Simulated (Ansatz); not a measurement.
Deforming Mg

```
Mg
1.0
    -1.47650    1.47650    1.47650
     1.47650   -1.47650    1.47650
     1.47650    1.47650   -1.47650
Mg
1
Direct
  0.00000 0.00000 0.00000
```

The conventional cell has a = 2.953 Å, b = 2.953 Å, c = 2.953 Å, α = 90.00°, β = 90.00°, γ = 90.00°. Around Mg (atom 1) lie 8 Mg at 2.56 Å.

The cell comes from COD entry 1538898, which wasn't checked; take it as a given geometry.

Theory: Ansatz 0.2.0, DFT, LDA, all-electron LAPW, scalar-relativistic.

Sampling and basis: a Γ-centred 19×19×19 k mesh, Fermi–Dirac smearing of 0.03 eV, basis error target 0.5 meV/atom, no spin polarisation.

The unchanged cell is at 55.6 GPa.

In a metal, stresses and small energies carry noise from the k mesh.

x, y and z are the Cartesian axes of the cell as listed; fractional coordinates follow a strain, and an engineering shear is twice the off-diagonal strain component.

Q: With this change (equal xy, yz and zx engineering shear strains of -2 %), what becomes of the energy and stress?

A: Energy change +8 meV/atom; stress change (xx, yy, zz, yz, xz, xy) 0.15, 0.15, 0.15, 2.52, 2.52, 2.52 GPa, compression positive.

Q: With this change (equal xy, yz and zx engineering shear strains of -1 %), what becomes of the energy and stress?

A: Energy change +2 meV/atom; stress change (xx, yy, zz, yz, xz, xy) 0.03, 0.03, 0.03, 1.31, 1.31, 1.31 GPa, compression positive.

Q: With this change (equal xy, yz and zx engineering shear strains of +1 %), what becomes of the energy and stress?

A: Energy change +2 meV/atom; stress change (xx, yy, zz, yz, xz, xy) 0.03, 0.03, 0.03, -1.25, -1.25, -1.25 GPa, compression positive.

With equal xy, yz and zx engineering shear strains of +2 %: energy change +7 meV/atom; stress change (xx, yy, zz, yz, xz, xy) 0.14, 0.14, 0.14, -2.47, -2.47, -2.47 GPa, compression positive.
